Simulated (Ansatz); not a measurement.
The elements of this relaxed trial crystal are hidden behind letters.

```
lattice vectors (Å)
   2.0121    1.1617    6.6266
  -2.0121    1.1617    6.6266
   0.0000   -2.3234    6.6266
fractional positions
X 0.7303 0.7303 0.7303
X 0.2697 0.2697 0.2697
Z 0.5000 0.5000 0.5000
Q 0.0000 0.0000 0.0000
```

All numbers below come from Ansatz, DFT PBE, scalar-relativistic, plane waves, PAW. Cutoff 420 eV, Γ-centred 12×12×12 mesh (4-atom cell), Gaussian smearing of 0.10 eV, no spin polarisation.

| Item | Value |
| --- | --- |
| Space group | R-3m (No. 166) |
| Conventional cell | a = 4.024 Å, c = 19.880 Å |
| Volume per atom | 23.23 Å³ |
| Density | 6.95 g/cm³ |
| Energy over the elements | −0.89 eV/atom |
| Gap on the 12×12×12 mesh of the 4-atom cell | 0 eV (a metal) |

Energies are uncorrected and count from the elements' standard states at the same level.

Question: X is a d-block element of period 5, Z is a p-block element of period 5 and Q is a p-block element of period 4. Which elements are they?

Answer: X = Zr, Z = Te, Q = Se, so the formula is Zr2TeSe. Density times volume gives a mean mass of 6.95 × 23.23/1.6605 = 97.2 u per atom, and this set has 97.3 u. Around Zr lie 3 Se at 2.65 Å, 3 Te at 3.10 Å and 3 Zr at 3.44 Å; Te has 6 Zr at 3.10 Å; Se has 6 Zr at 2.65 Å. Other sets within the hints have nearly the same mass, so mass alone doesn't settle it; this one was computed.

Spin–orbit coupling, which can matter for Te, is left out. A structure relaxed within its symmetry needn't be a true minimum. Another cell of Zr2TeSe relaxed alike, in P-6m2, lies 173 meV/atom lower, so this cell isn't the stable form at this level.
